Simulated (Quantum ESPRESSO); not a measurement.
Al3SiN4, input and log of a self-consistent run

Simulated, not a measurement. The program is pw.x of Quantum ESPRESSO 7.5 (plane-wave density functional theory). The cell is made up: 8 atoms on a wurtzite lattice, with randomly drawn elements, strain and displacements, not relaxed. PseudoDojo standard norm-conserving files (v0.5 for PBE, v0.4.1 for LDA and PBEsol) set the functional; there is no spin polarisation, spin-orbit coupling or dispersion term, and the masses in the input are unused placeholders. A spin-polarised start on this cell or one of its family kept no moment.

Input:

```
&control calculation='scf', pseudo_dir='./dojo.nc.sr.pbe.v0_5.standard.upf', outdir='./o', disk_io='medium', tprnfor=.true., tstress=.true. /
&system ibrav=0, nat=8, ntyp=3, nbnd=27, ecutwfc=84.00895049, nosym=.true., tot_charge=0,
 occupations='smearing', smearing='fd', degauss=0.0073498644
/
&electrons conv_thr=7.350e-09, electron_maxstep=60, /
ATOMIC_SPECIES
Al 1.0 Al.upf
N 1.0 N.upf
Si 1.0 Si.upf
CELL_PARAMETERS angstrom
3.1024 0.0235 -0.0391
0.0407 5.4621 -0.0076
-0.0638 -0.0072 5.1829
ATOMIC_POSITIONS angstrom
Al -0.0385 0.0119 -0.0409
Si 1.5591 2.7592 0.0036
Al 1.5384 0.9046 2.5519
Al -0.0134 3.6146 2.5516
N -0.0446 0.0268 1.9496
N 1.5019 2.7576 1.8999
N 1.5186 0.8548 4.4888
N -0.0368 3.6528 4.5597
K_POINTS automatic
8 6 6 1 1 1
```

The log is shortened where brackets say so; the opening notice, blank lines, dates and the lines on written files are dropped, and the path of the files is cut. It prints rydbergs, bohrs and kilobars, and counts compression as positive stress.

```
     Program PWSCF v.7.5
     Parallel version (MPI & OpenMP), running on       1 processor cores
     Number of MPI processes:                 1
     Threads/MPI process:                     1
     [start-up lines left out]
     bravais-lattice index     =            0
     lattice parameter (alat)  =       5.8633  a.u.
     unit-cell volume          =     592.5626 (a.u.)^3
     number of atoms/cell      =            8
     number of atomic types    =            3
     number of electrons       =        33.00
     number of Kohn-Sham states=           27
     kinetic-energy cutoff     =      84.0090  Ry
     charge density cutoff     =     336.0358  Ry
     scf convergence threshold =      7.3E-09
     mixing beta               =       0.7000
     number of iterations used =            8  plain     mixing
     Exchange-correlation= PBE
                           (   1   4   3   4   0   0   0)
     [axes and pseudopotential details left out]
   Cartesian axes
     site n.     atom                  positions (alat units)
         1        Al     tau(   1) = (  -0.0124084   0.0038353  -0.0131819  )
         2        Si     tau(   2) = (   0.5024921   0.8892798   0.0011603  )
         3        Al     tau(   3) = (   0.4958206   0.2915492   0.8224678  )
         4        Al     tau(   4) = (  -0.0043188   1.1649721   0.8223711  )
         5        N      tau(   5) = (  -0.0143744   0.0086375   0.6283488  )
         6        N      tau(   6) = (   0.4840567   0.8887642   0.6123307  )
         7        N      tau(   7) = (   0.4894391   0.2754988   1.4467234  )
         8        N      tau(   8) = (  -0.0118605   1.1772838   1.4695742  )
     number of k points=   144  Fermi-Dirac smearing, width (Ry)=  0.0073
     Number of k-points >= 100: set verbosity='high' to print them.
     Dense  grid:    61607 G-vectors     FFT dimensions: (  36,  64,  60)
     Estimated max dynamical RAM per process >      71.56 MB
     Initial potential from superposition of free atoms
     starting charge      32.9920, renormalised to      33.0000
     Starting wfcs are   32 randomized atomic wfcs
     total cpu time spent up to now is       16.6 secs
     per-process dynamical memory:    59.3 Mb
     Self-consistent Calculation
     iteration #  1     ecut=    84.01 Ry     beta= 0.70
     Davidson diagonalization with overlap
     ethr =  1.00E-02,  avg # of iterations =  3.2
     total cpu time spent up to now is       61.4 secs
     total energy              =    -104.87670722 Ry
     estimated scf accuracy    <       2.29666657 Ry
     iteration #  2     ecut=    84.01 Ry     beta= 0.70
     Davidson diagonalization with overlap
     ethr =  6.96E-03,  avg # of iterations =  2.0
     total cpu time spent up to now is      108.2 secs
     total energy              =    -105.50291621 Ry
     estimated scf accuracy    <       2.24196688 Ry
     iteration #  3     ecut=    84.01 Ry     beta= 0.70
     Davidson diagonalization with overlap
     ethr =  6.79E-03,  avg # of iterations =  2.0
     total cpu time spent up to now is      145.0 secs
     total energy              =    -105.88097238 Ry
     estimated scf accuracy    <       0.05954646 Ry
     iteration #  4     ecut=    84.01 Ry     beta= 0.70
     Davidson diagonalization with overlap
     ethr =  1.80E-04,  avg # of iterations =  6.6
     total cpu time spent up to now is      188.0 secs
     total energy              =    -105.90524574 Ry
     estimated scf accuracy    <       0.00652476 Ry
     iteration #  5     ecut=    84.01 Ry     beta= 0.70
     Davidson diagonalization with overlap
     c_bands:  1 eigenvalues not converged
     ethr =  1.98E-05,  avg # of iterations =  8.8
     total cpu time spent up to now is      232.8 secs
     total energy              =    -105.90611115 Ry
     estimated scf accuracy    <       0.00461061 Ry
     [iterations 6 to 7 left out]
     iteration #  8     ecut=    84.01 Ry     beta= 0.70
     Davidson diagonalization with overlap
     ethr =  7.75E-07,  avg # of iterations =  2.4
     total cpu time spent up to now is      337.0 secs
     total energy              =    -105.90639021 Ry
     estimated scf accuracy    <       0.00001669 Ry
     iteration #  9     ecut=    84.01 Ry     beta= 0.70
     Davidson diagonalization with overlap
     ethr =  5.06E-08,  avg # of iterations =  3.1
     total cpu time spent up to now is      377.2 secs
     total energy              =    -105.90639740 Ry
     estimated scf accuracy    <       0.00000159 Ry
     iteration # 10     ecut=    84.01 Ry     beta= 0.70
     Davidson diagonalization with overlap
     ethr =  4.82E-09,  avg # of iterations =  2.7
     total cpu time spent up to now is      411.2 secs
     total energy              =    -105.90639728 Ry
     estimated scf accuracy    <       0.00000132 Ry
     iteration # 11     ecut=    84.01 Ry     beta= 0.70
     Davidson diagonalization with overlap
     ethr =  4.00E-09,  avg # of iterations =  1.6
     total cpu time spent up to now is      447.2 secs
     total energy              =    -105.90639740 Ry
     estimated scf accuracy    <       0.00000006 Ry
     iteration # 12     ecut=    84.01 Ry     beta= 0.70
     Davidson diagonalization with overlap
     ethr =  1.94E-10,  avg # of iterations =  2.9
     total cpu time spent up to now is      491.4 secs
     End of self-consistent calculation
     Number of k-points >= 100: set verbosity='high' to print the bands.
     the Fermi energy is    11.3216 ev
!    total energy              =    -105.90639742 Ry
     estimated scf accuracy    <          4.9E-09 Ry
     smearing contrib. (-TS)   =      -0.00605248 Ry
     internal energy E=F+TS    =    -105.90034494 Ry
     The total energy is F=E-TS. E is the sum of the following terms:
     one-electron contribution =      -4.04989533 Ry
     hartree contribution      =      22.70850886 Ry
     xc contribution           =     -34.52767884 Ry
     ewald contribution        =     -90.03127964 Ry
     convergence has been achieved in  12 iterations
     Forces acting on atoms (cartesian axes, Ry/au):
     atom    1 type  1   force =     0.05172811   -0.00334922    0.04871760
     atom    2 type  3   force =     0.00158072   -0.01966312   -0.01183450
     atom    3 type  1   force =    -0.02215814   -0.00513858   -0.00148797
     atom    4 type  1   force =    -0.01760480    0.05530845    0.01816337
     atom    5 type  2   force =     0.01639137   -0.02378021   -0.02371521
     atom    6 type  2   force =     0.02391591   -0.02501156   -0.03199342
     atom    7 type  2   force =    -0.05531056    0.07730846   -0.00393675
     atom    8 type  2   force =     0.00145739   -0.05567422    0.00608688
     Total force =     0.160050     Total SCF correction =     0.000095
     Computing stress (Cartesian axis) and pressure
          total   stress  (Ry/bohr**3)                   (kbar)     P=      -36.97
   0.00020072  -0.00025328   0.00014124           29.53      -37.26       20.78
  -0.00025328  -0.00038732   0.00006859          -37.26      -56.98       10.09
   0.00014124   0.00006859  -0.00056741           20.78       10.09      -83.47
     init_run     :     16.28s CPU     16.46s WALL (       1 calls)
     electrons    :    455.65s CPU    474.82s WALL (       1 calls)
     forces       :      7.10s CPU      7.19s WALL (       1 calls)
     stress       :     22.98s CPU     23.07s WALL (       1 calls)
     [timing details left out]
     PWSCF        :   8m22.25s CPU   8m41.98s WALL
     JOB DONE.
```

In other units: free energy -1440.930 eV for the cell, pressure -3.70 GPa, largest force component 1.988 eV/Å. A rerun of this cell at 1437 eV and a 10 x 8 x 8 mesh moved values by no more than 0.005 eV in energy, 0.04 GPa in stress and 0.007 eV/Å in force.